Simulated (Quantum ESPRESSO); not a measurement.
**Kohn-Sham bands of CsGeCl₃ (R3m)**

```yaml
crystal:
  lattice:
    - [3.84681, 2.22096, 3.17830]
    - [-3.84681, 2.22096, 3.17830]
    - [0.00000, -4.44192, 3.17830]
  atoms:
    - { symbol: Cs, position: [0.99840, 0.99840, 0.99840] }
    - { symbol: Ge, position: [0.51553, 0.51553, 0.51553] }
    - { symbol: Cl, position: [0.49671, 0.49671, 0.94864] }
    - { symbol: Cl, position: [0.94864, 0.49671, 0.49671] }
    - { symbol: Cl, position: [0.49671, 0.94864, 0.49670] }
```

Materials Project entry mp-22988; symmetrised, unrelaxed at this level. Not found in the COD (Crystallography Open Database) copy used; not checked further. Computed values, not measurements, from PBEsol: Quantum ESPRESSO (norm-conserving PseudoDojo potentials, cutoff 63 Ry, spinors with spin-orbit coupling) on a Γ-centred 4×4×4 mesh, then Wannier90. Density: 6×6×6 mesh, cold smearing 0.01 Ry.

Energies are relative to the valence-band maximum; weights are on the orthonormalised atomic waves of the pseudopotential files, averaged over the group. 44 electrons a cell are treated as valence.

Task: Into which isolated groups do the bands fall, where do they lie and what are they made of?

Result: 
| bands | from (eV) | to (eV) | filling | weight on atomic waves |
|---|---|---|---|---|
| 1–4 | -24.98 | -24.94 | filled | Ge 3d 100 % |
| 5–10 | -24.40 | -24.35 | filled | Ge 3d 100 % |
| 11–12 | -21.19 | -21.18 | filled | Cs 5s 99 % |
| 13–14 | -15.60 | -15.26 | filled | Cl 3s 82 %, Ge 4s 8 %, Ge 4p 4 % |
| 15–18 | -14.94 | -14.76 | filled | Cl 3s 92 %, Ge 4p 7 % |
| 19–20 | -9.19 | -9.12 | filled | Cs 5p 99 % |
| 21–26 | -8.82 | -7.16 | filled | Cs 5p 65 %, Ge 4s 18 %, Cl 3p 13 % |
| 27–44 | -5.02 | 0.00 | filled | Cl 3p 86 %, Ge 4p 7 % |

The Kohn-Sham gap over both meshes and the path is 1.91 eV.
